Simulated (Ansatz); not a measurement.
An ordered 4-atom cell of SiC3 on the diamond lattice (P-4m2), relaxed with r2SCAN: 5 runs in the plane-wave code Ansatz, each a calculation of independent-particle optics. Space group P-4m2 (No. 115), tetragonal; a = 2.796 Å, c = 4.090 Å in the conventional setting, 8.00 Å³ an atom. Around C lie 2 C at 1.65 Å and 2 Si at 1.82 Å; around C lie 4 C at 1.65 Å; around Si lie 4 C at 1.82 Å. (Calculated; spin-unpolarised; the phase may be known or hypothetical.)

```
C Si
1.0
     2.79640    0.00000    0.00000
     0.00000    2.79640    0.00000
     0.00000    0.00000    4.09004
C Si
3 1
Direct
  0.50000 0.00000 0.78627
  0.50000 0.50000 0.00000
  0.00000 0.50000 0.21373
  0.00000 0.00000 0.50000
```

On meshes this coarse, single peaks can be features of the mesh. No local fields, no excitons; the zone sum runs over the cells of the mesh, and ε∞ includes the bands left out of the spectrum. Up to four peaks are listed, those above 15 % of the tallest and inside the complete range; the four can differ from row to row. Rows marked drawn have settings drawn at random (some not listed).

```json
{"functional": "PBE", "k mesh": "8×8×6", "broadening (eV)": "0.1", "scissors (eV)": "0.00", "range (eV)": "0–13", "settings": "chosen", "direct gap on the mesh before scissors (eV)": "1.86", "ε∞ xx": "7.24", "ε∞ yy": "7.24", "ε∞ zz": "7.35", "complete up to (eV)": "13.0", "tallest peaks of mean ε₂ (eV)": "6.30 7.05 8.10 9.45"}
{"functional": "r2SCAN", "k mesh": "8×8×6", "broadening (eV)": "0.1", "scissors (eV)": "0.00", "range (eV)": "0–13", "settings": "chosen", "direct gap on the mesh before scissors (eV)": "2.15", "ε∞ xx": "6.75", "ε∞ yy": "6.75", "ε∞ zz": "6.86", "complete up to (eV)": "13.0", "tallest peaks of mean ε₂ (eV)": "6.75 7.55 8.55 10.00"}
{"functional": "PBE", "k mesh": "8×8×6", "broadening (eV)": "0.1", "scissors (eV)": "1.03 (to HSE06)", "range (eV)": "0–13", "settings": "chosen", "direct gap on the mesh before scissors (eV)": "1.86", "ε∞ xx": "6.53", "ε∞ yy": "6.53", "ε∞ zz": "6.61", "complete up to (eV)": "13.0", "tallest peaks of mean ε₂ (eV)": "7.35 8.10 9.15 10.45"}
{"functional": "LDA", "k mesh": "4×4×4", "broadening (eV)": "0.4", "scissors (eV)": "1.00", "range (eV)": "0–30", "settings": "drawn", "direct gap on the mesh before scissors (eV)": "1.79", "ε∞ xx": "6.63", "ε∞ yy": "6.63", "ε∞ zz": "6.69", "complete up to (eV)": "30.0", "tallest peaks of mean ε₂ (eV)": "8.00 9.10"}
{"functional": "PBEsol", "k mesh": "4×4×4", "broadening (eV)": "0.03", "scissors (eV)": "2.50", "range (eV)": "0–20", "settings": "drawn", "direct gap on the mesh before scissors (eV)": "1.72", "ε∞ xx": "5.89", "ε∞ yy": "5.89", "ε∞ zz": "5.94", "complete up to (eV)": "20.0", "tallest peaks of mean ε₂ (eV)": "8.70 9.50 10.60 11.90"}
```

The fundamental gap is indirect (1.51 eV with PBE on 8×8×6); the table holds the direct one.
